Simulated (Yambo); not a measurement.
SrTiO$_{3}$: sweep of GW parameters

G0W0@PBEsol for SrTiO$_{3}$ (cubic perovskite, space group Pm-3m, No. 221) in Yambo. Reference settings: 4×4×4 Γ-centred k mesh, bands 2 to 118 and a 8 Ry block in the screening, 118 bands in G with the Bruneval-Gonze terminator, plasmon pole fitted at 27.2 eV. The PBEsol gap R → Γ on this mesh is 1.84 eV; G0W0 gaps are taken between the same points.

```json
[
 {"change from the reference": "reference settings", "G0W0 gap R → Γ (eV)": "3.47", "shift of the valence edge (eV)": "-0.37"},
 {"change from the reference": "47 bands in W, 47 bands in G", "G0W0 gap R → Γ (eV)": "3.48", "shift of the valence edge (eV)": "-0.16"},
 {"change from the reference": "7 Ry block", "G0W0 gap R → Γ (eV)": "3.46", "shift of the valence edge (eV)": "-0.35"},
 {"change from the reference": "78 bands in G, no terminator", "G0W0 gap R → Γ (eV)": "3.58", "shift of the valence edge (eV)": "0.03"}
]
```

The reference isn't shown to be the converged limit.

The cell is held in this high symmetry; tilts and polar distortions were not searched.

Geometry of the Materials Project entry, not relaxed at this level; primitive cell a = b = c = 3.9127 Å, α = β = γ = 90.00°.

A shift is the quasiparticle energy of the state minus its PBEsol energy.
